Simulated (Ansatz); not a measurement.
**Fields on a plane of RhPb (space group P6/mmm)**

```
RhPb
1.0
    5.61858     0.00000     0.00000
   -2.80929     4.86583     0.00000
    0.00000     0.00000     4.40103
Rh Pb
3 3
Cartesian
 -1.40464   2.43292   0.00000
  2.80929   0.00000   0.00000
  1.40464   2.43292   0.00000
  2.80929   1.62194   2.20052
  0.00000   3.24389   2.20052
  0.00000   0.00000   0.00000
```

The slice is a (-1 2 -1 0) plane (indices of the conventional cell) through the point (0.000, 0.500, 0.000) (fractional), spanned by u = [001] and v = [210] in vectors of this cell: u (4.40 Å) and v (9.73 Å, at 90° to u). It covers one period; positions are fractions (u, v).

Atoms on it: Rh at (0.00, 0.00); Pb at (0.50, 0.83); Pb at (0.50, 0.17); Pb at (0.00, 0.50).

All values below come from LDA (plane waves to 420 eV, PAW, scalar-relativistic; Ansatz, a program for electronic structure). k mesh 10×10×11. Near the nuclei the fields are pseudised (PAW); where an atom keeps semicore shells as valence, they peak there. RhPb is run without spin polarisation. RhPb was relaxed with its symmetry unable to fall. Spin-orbit coupling is left out, though Pb is heavy.

```
|xx99443344333344334499|
|6644223344444444332244|
|2222334433xxxx33443322|
|2222334422xxxx22443322|
|2222334433xxxx33443322|
|3333334444555544443333|
|3333333333444433333333|
|3333332211111111223333|
|4444332200000000223344|
|4455443311000011334455|
|xx11553311000011335511|
|xxxx5544220000224455xx|
|xx11553311000011335511|
|4455443311000011334455|
|4444332200000000223344|
|3333332211111111223333|
|3333333333444433333333|
|3333334444555544443333|
|2222334433xxxx33443322|
|2222334422xxxx22443322|
|2222334433xxxx33443322|
|6644223344444444332244|
|xx99443344333344334499|
|xxxx6622333333332266xx|
```
Scale: ten equal steps from 0.05 (start of '0') to 0.69 (end of '9'), in the order '0123456789'. Values: electron localisation function (ELF). The map has 11 points along u (two characters each, u = 0 at the left) and 24 along v (v = 0 in the bottom row). Points within 0.5 Å of a nucleus are blanked (x), as the pseudised field means little there.

```
|xxx441144xx|
|xx120xx021x|
|5550xxxx055|
|8850xxxx058|
|7760xxxx067|
|67730xx0377|
|77884114887|
|78999889998|
|13699999963|
|xx05999950x|
|xxx279972xx|
|xxx079970xx|
|xxx279972xx|
|xx05999950x|
|13699999963|
|78999889998|
|77884114887|
|67730xx0377|
|7760xxxx067|
|8850xxxx058|
|5550xxxx055|
|xx120xx021x|
|xxx441144xx|
|xxx376673xx|
```
Scale: ten equal steps from 3.00 (start of '0') to 11.44 (end of '9'), in the order '0123456789'. Values: electrostatic potential energy of an electron, from the cell's mean, in eV. The map has 11 points along u (one character each, u = 0 at the left) and 24 along v (v = 0 in the bottom row). Points within 1 Å of a nucleus are blanked (x), as the pseudised field means little there. Values under 3 eV are set to 3. The zero, the cell's mean, hangs on the PAW cores.
